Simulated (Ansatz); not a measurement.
## CuI: pressure and gap against volume

A database entry relaxed whole under r2SCAN (F-43m):

```
CELL_PARAMETERS angstrom
0.00000 3.01070 3.01070
3.01070 0.00000 3.01070
3.01070 3.01070 0.00000
ATOMIC_POSITIONS crystal
Cu 0.25000 0.25000 0.25000
I 0.00000 0.00000 0.00000
```

The cell was scaled uniformly, its shape held, and the atoms relaxed at each volume with plane-wave PAW DFT (Ansatz 0.2.0; r2SCAN, 500 eV, 8×8×8 Γ-centred mesh, fermi-dirac occupations of width 0.020 eV; no spin, no spin-orbit coupling). One row is withheld.

| volume (Å³/atom) | energy over the lowest (meV/atom) | pressure (GPa) | gap over mesh and path (eV) |
| --- | --- | --- | --- |
| 25.652 | 15.1 | 3.16 | 1.861 |
| 26.198 | 6.4 | 1.97 | 1.792 |
| 26.744 | ? | ? | ? |
| 27.290 | 0.0 | -0.02 | 1.666 |
| 27.836 | 1.5 | -0.84 | 1.609 |
| 28.381 | 5.6 | -1.57 | 1.554 |
| 28.927 | 12.0 | -2.21 | 1.502 |

Problem. Fit the pressures of the other rows to the third-order Birch-Murnaghan form.

Solution. With f = [(V₀/V)^(2/3) − 1]/2 and P = 3B₀f(1 + 2f)^(5/2)[1 + 3(B₀′ − 4)f/2], least squares gives V₀ = 27.28 Å³ an atom, B₀ = 43.8 GPa and B₀′ = 5.2; the rows miss the fit by less than 0.01 GPa. The slope of the energies differs from these pressures by less than 0.05 GPa.

Problem. How does the gap move with volume?

Solution. A parabola in ln(V/V₀) through the other rows has the slope dE_g/d ln V = -3.0 eV at V₀, so by B₀ the gap moves by +68 meV a GPa: it widens under pressure.

Problem. What does the withheld row hold?

Solution. The fit gives 0.92 GPa at 26.744 Å³; the run gave 0.92 GPa and 1.5 meV an atom. Its gap is 1.728 eV, against 1.727 eV from the parabola.

Caveats: the shape of the cell was held; 0 K, fixed nuclei; the symmetry was kept, and this need not be the phase that is stable at 0 K; one mesh for all volumes; r2SCAN gaps lie as a rule under measured ones; the slope of the gap can be off by tens of per cent, more where shallow d levels or spin-orbit coupling act on the edges; no spin-orbit coupling, which narrows gaps of heavier elements; pressure is positive in compression.
